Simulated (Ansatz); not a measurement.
**Chalcopyrite alloy of ZnGeP2 and ZnSiP2 (4 of 16 Ge sites exchanged), 64 atoms**

Ansatz, PAW, plane waves. PBEsol relaxation of cell lengths and atoms (angles held) at the single k point (¼, ¼, ¼) without its symmetry partners; single points on the relaxed atoms at the Γ point alone, onto which points of the small cell's zone fold. Arrangement: quasirandom. No spin–orbit coupling unless named.

Relaxed structure:

```
Zn Ge Si P
1.0
    10.81234   -0.00008   -0.00003
    -0.00008   10.81418   -0.00003
    -0.00003   -0.00003   10.63976
Zn Ge Si P
16 12 4 32
Direct
  0.99884 0.00169 0.00298
  0.99836 0.49925 0.00147
  0.50011 0.00173 0.00345
  0.50166 0.50069 0.00110
  0.99836 0.24948 0.24831
  0.99985 0.75036 0.25074
  0.50145 0.24843 0.24903
  0.50143 0.75038 0.25057
  0.25018 0.99953 0.74960
  0.25063 0.49967 0.74987
  0.75099 0.00030 0.75159
  0.75041 0.49861 0.75199
  0.25004 0.24945 0.49910
  0.24944 0.75107 0.49906
  0.74963 0.25009 0.49703
  0.75024 0.74989 0.49669
  0.00039 0.00116 0.49794
  0.99957 0.50015 0.49860
  0.50117 0.00112 0.49775
  0.50228 0.50116 0.49927
  0.25074 0.50070 0.24994
  0.25170 0.24984 0.00072
  0.25093 0.75182 0.00087
  0.75149 0.75096 0.00204
  0.99977 0.25143 0.75105
  0.00069 0.75138 0.74974
  0.50218 0.25065 0.75074
  0.50154 0.75140 0.75006
  0.25031 0.00043 0.24984
  0.75074 0.00131 0.24862
  0.74982 0.49910 0.24819
  0.75085 0.25014 0.00159
  0.12984 0.12286 0.12809
  0.12558 0.62511 0.12437
  0.63333 0.12537 0.12492
  0.62947 0.62290 0.12799
  0.12322 0.12525 0.62526
  0.12380 0.62511 0.62416
  0.62504 0.12514 0.62429
  0.62597 0.62530 0.62549
  0.37526 0.37520 0.12521
  0.37180 0.87817 0.12959
  0.86760 0.37458 0.12466
  0.87175 0.87824 0.12952
  0.37220 0.12112 0.37071
  0.37544 0.62474 0.37531
  0.87168 0.12102 0.37042
  0.87164 0.61952 0.36969
  0.12430 0.37510 0.37340
  0.12773 0.87933 0.37121
  0.62739 0.37896 0.37035
  0.62854 0.88022 0.37018
  0.12521 0.37436 0.87651
  0.12416 0.87561 0.87623
  0.62838 0.37061 0.88018
  0.62488 0.87480 0.87747
  0.37740 0.37443 0.62368
  0.37690 0.87514 0.62330
  0.87507 0.37434 0.62362
  0.87575 0.87501 0.62304
  0.37572 0.12540 0.87436
  0.37578 0.62654 0.87487
  0.87276 0.12990 0.87905
  0.87530 0.62674 0.87502
```

(1) What are the mean bond lengths by pair (pairs within 1.2 times the sum of covalent radii, less contacts 15 % beyond the pair's median; cation–cation pairs of compounds aside; long ionic contacts are cut short by that bound)?

(2) What gap lies between the top filled and the lowest empty level in the single points?

Results:

(1) Ge–P 2.330 ± 0.005 Å (standard deviation, 48 bonds); P–Si 2.263 ± 0.005 Å (standard deviation, 16 bonds); P–Zn 2.345 ± 0.006 Å (standard deviation, 64 bonds).

(2) HSE06 1.94 eV (8.3 min on 7 threads of Neoverse-V2).
